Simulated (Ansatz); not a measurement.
HfS2 (CdI2 type, P-3m1), DFT-PBE in the program Ansatz with PAW potentials. The conduction-band minimum lies at L, with 3 equivalent valleys. Second derivatives d²E/dk² of the lowest band at one valley (eV·Å²), along Cartesian directions:

```
direction  d²E/dk²
---------  -------
[100]        31.32
[010]        3.496
[001]        2.458
[110]        17.42
[101]        16.91
[011]        2.030
```

**Question.** Find the principal effective masses, the density-of-states mass and the conductivity mass.

**Answer.** Off-diagonal terms follow from H_xy = H[110] − (H_xx + H_yy)/2, and m*/mₑ = 7.620 eV·Å² over each eigenvalue: 0.24, 1.9, 4.0. One valley's DOS mass (m₁m₂m₃)^(1/3) = 1.2, conductivity mass 3/(Σ 1/mᵢ) = 0.61 mₑ.

**Question.** What effective density of states Nc follows at 300 K for parabolic valleys?

**Answer.** Nc = 2.509e19 × 3 × (1.2)^(3/2) ≈ 9.9e19 cm⁻³.

Symmetry was held in the PBE relaxation. The run is not spin-polarised. The volume lies over 15 % above that of the usual cell of this phase: another minimum, or an error of the functional. A crystal of weakly bound layers computed without a dispersion correction: the cell and the soft elastic constants depend strongly on that. Scalar-relativistic: spin–orbit coupling is off unless named, which matters more the heavier the elements.

Potentials: the later of the program's two PAW sets.

Edges and masses are those of Kohn–Sham bands, whose gap is no quasiparticle gap.
